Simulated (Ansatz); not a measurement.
Input:

Starting cell, BN (zinc blende):

```xyz
2
Lattice="0.0000 1.8124 1.8124 1.8124 0.0000 1.8124 1.8124 1.8124 0.0000" Properties=species:S:1:pos:R:3 pbc="T T T"
N      2.7185     2.7185     2.7185
B      0.0000     0.0000     0.0000
```

In each cell atom 1 (N, nearest neighbour B at 1.570 Å; its periodic images, 2.6 Å or more away, move with it) moves by s·(0.577, 0.577, 0.577) (along Cartesian [111]), the rest being held.

These are PBE (plane waves to 420 eV, PAW, scalar-relativistic; Ansatz, a first-principles code) values and carry that method's errors. k mesh 13×13×13 (Γ-centred), Fermi-Dirac smearing 0.05 eV. Energies are smeared free energies. Left out: 1 of 11 points, with atoms too close for the PAW data. BN was relaxed with its symmetry unable to fall. ΔE is measured from the undisplaced structure.

The scan covers s from -0.470 to 0.376 Å in 10 points.

Question: Is this a single well or a double well?

Answer: A single well with its minimum at or next to zero displacement.

Question: Is the energy the same for displacements of ±0.376 Å, and if not, which side lies higher?

Answer: Not even: the positive side lies higher at ±0.376 Å. With its periodic images moving along, the atom's site symmetry in this cell is -43m.

Question: What force acts on the atom along the line at s = -0.470 Å?

Answer: 2.40 eV/Å.

Question: What is the energy change at s = 0.376 Å?

Answer: 2773 meV/cell.

Question: What is the force constant k = d²E/ds² of this move at s = 0?

Answer: 23.6 eV/Å².

(A displaced cell: forces are minus the slopes of the energy, force constants its curvatures, and phonons follow from these.)
